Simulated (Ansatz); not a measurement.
**Kick test of a cell of MoRu5**

It was reached by relaxing an invented guess, and it needn't be the stable form of this composition.

These are results of Ansatz 0.2.0, DFT PBE, scalar-relativistic, plane waves, PAW, not measurements. Cutoff 420 eV; k points 18×18×4 on the computed 6-atom cell (Γ-centred); Gaussian smearing, width 0.10 eV; no spin polarisation.

The cell below (6 atoms, space group P-6m2 (No. 187)) is relaxed within its symmetry.

```cif
data_structure
_symmetry_space_group_name_H-M 'P 1'
_symmetry_Int_Tables_number 1
_cell_length_a 2.7383
_cell_length_b 2.7383
_cell_length_c 13.0345
_cell_angle_alpha 90.000
_cell_angle_beta 90.000
_cell_angle_gamma 120.000
_cell_volume 84.65
loop_
_atom_site_label
_atom_site_type_symbol
_atom_site_fract_x
_atom_site_fract_y
_atom_site_fract_z
_atom_site_occupancy
Mo1 Mo 0.00000 0.00000 0.50000 1
Ru1 Ru 0.33333 0.66667 0.00000 1
Ru2 Ru 0.33333 0.66667 0.32874 1
Ru3 Ru 0.33333 0.66667 0.67126 1
Ru4 Ru 0.00000 0.00000 0.83674 1
Ru5 Ru 0.00000 0.00000 0.16326 1
```

For the test a repeat of it with 12 atoms (edges 2.74, 2.74, 26.07 Å) was strained at random (σ = 1.5 % a component), the atoms were moved at random (σ = 0.05 Å), and all was relaxed again on a coarse 12×12×1 mesh (in the run’s order of axes) with 0.20 eV smearing, with no symmetry imposed.

Problem. Is the structure stable against such a distortion?

Solution. It returns, within 1 meV/atom of the unmoved cell on that mesh and with the same symmetry when read at 0.1 Å. So it is stable against the distortions that fit this cell and that this random move excites. Modes that don't fit the cell aren't tested.
